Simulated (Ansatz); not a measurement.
## SrIr₂: sound and stiffness along [100], [110] and [111]

These are results of Ansatz 0.2.0, DFT LDA, scalar-relativistic, plane waves, PAW, not measurements. Plane waves to 420 eV; Γ-centred k mesh 8×8×8; Fermi-Dirac smearing of 0.15 eV. No spin polarisation.

Equilibrium structure at this level:
```
CELL_PARAMETERS angstrom
0.00000 3.79382 3.79382
3.79382 0.00000 3.79382
3.79382 3.79382 0.00000
ATOMIC_POSITIONS crystal
Sr 0.00000 0.00000 0.00000
Sr 0.25000 0.25000 0.25000
Ir 0.62500 0.62500 0.62500
Ir 0.12500 0.62500 0.62500
Ir 0.62500 0.62500 0.12500
Ir 0.62500 0.12500 0.62500
```

In a metal, frequencies and elastic constants depend on the k mesh and the smearing, soft modes and shear constants most. Spin–orbit coupling is left out, which can shift energies with elements as heavy as these.

With ions relaxed, on the cubic axes: C11 = 244.9, C12 = 143.2, C44 = 68.5 GPa. The density is 14.355 g/cm³.

Problem. Is the crystal stable against strain, and how anisotropic is it?

Solution. Born's conditions hold: C11 + 2C12 = 531.2, C11 − C12 = 101.7 and C44 = 68.5 GPa are all positive. B = (C11 + 2C12)/3 = 177.1 GPa. The two shear moduli are C44 and C′ = (C11 − C12)/2 = 50.9 GPa, so Zener's ratio is A = C44/C′ = 1.35: the tetragonal shear C′ is the soft one, as in many fcc and bcc metals and zincblende crystals. The Cauchy pressure C12 − C44 is 74.7 GPa; it would vanish for pair forces between atoms on inversion centres at zero pressure, and a positive value is usual with metallic or many-body binding, and where atoms off inversion centres relax under shear, which lowers C44.

Problem. Give the sound speeds along the three symmetry directions.

Solution. The Christoffel equation gives ρv² for each branch:
```tsv
direction	branch	ρv²	GPa	v (m/s)
[100]	L	C11	244.9	4130
[100]	T (×2)	C44	68.5	2184
[110]	L	(C11 + C12 + 2C44)/2	262.5	4276
[110]	T, u ∥ [001]	C44	68.5	2184
[110]	T, u ∥ [1-10]	(C11 − C12)/2	50.9	1882
[111]	L	(C11 + 2C12 + 4C44)/3	268.4	4324
[111]	T (×2)	(C11 − C12 + C44)/3	56.7	1988
```

Problem. How does Young's modulus depend on direction?

Solution. Inverting gives S11 = 7.181, S12 = -2.649, S44 = 14.605 TPa⁻¹. Along a unit vector (l, m, n), 1/E = S11 − 2(S11 − S12 − S44/2)(l²m² + m²n² + n²l²), where the last bracket is 0, 1/4 and 1/3 for [100], [110] and [111]: E = 139, 169 and 182 GPa. With A > 1 the body diagonal is stiffest. For a film on (001), the biaxial modulus is C11 + C12 − 2C12²/C11 = 221 GPa and the normal strain is −2C12/C11 = -1.17 times the in-plane one.

Cost: 2 runs of about 16 core-minutes in all, on Intel Xeon Processor @ 2.50GHz (Skylake/Cascade Lake) (shared hosts).